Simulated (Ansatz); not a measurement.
PbTe (rock salt)

```
PbTe
1.0
    0.00000     3.26735     3.26735
    3.26735     0.00000     3.26735
    3.26735     3.26735     0.00000
Te Pb
1 1
Direct
  0.00000   0.00000   0.00000
  0.50000   0.50000   0.50000
```

Equation-of-state scan: isotropic scaling of the cell above, V₀ being its volume. Symmetry pins the atoms to their sites.

Computed with r2SCAN (plane waves to 500 eV, PAW, scalar-relativistic; Ansatz, a first-principles code). k mesh 9×9×9 (Γ-centred), Fermi-Dirac smearing 0.05 eV. E stands for the smeared free energy. Stress and pressure are positive under compression. PbTe was relaxed with its symmetry unable to fall. Spin-orbit coupling is left out, though Pb and Te are heavy. ΔE is measured from the relaxed starting cell.

```
V (Å³/atom)  ΔE (meV/atom)
-----------  -------------
32.788                18.4
33.137                12.5
33.486                 7.9
33.835            withheld
34.183                 1.9
34.532                 0.5
34.881                 0.0
35.230                 0.5
35.579                 1.8
35.927                 3.9
36.276                 6.9
36.625                10.5
36.974                14.9
```

Q: Fit a third-order Birch-Murnaghan form (E₀, V₀, B₀, B₀′ free) to the given rows and predict ΔE at V = 33.835.

A: Least squares on the 12 given rows: ΔE = E₀ + (9V₀B₀/16)·y²·[2 + (B₀′ − 4)y], y = (V₀/V)^(2/3) − 1, with V₀ = 34.880 Å³/atom, B₀ = 42.03 GPa (160.2 GPa = 1 eV/Å³; the term in eV is multiplied by 1000), B₀′ = 4.34, E₀ = 0.02 meV/atom; root-mean-square residual 0.02 meV/atom. At 33.835 the fit gives 4.4 meV/atom; the calculation gives 4.3 meV/atom, so the interpolation is off by 0.1 (+2.3 %). For the pressure the fit gives 1.37 GPa against the computed 1.37 GPa.

(Under strain, the slope of the energy per volume gives the stress and its curvature an elastic modulus.)
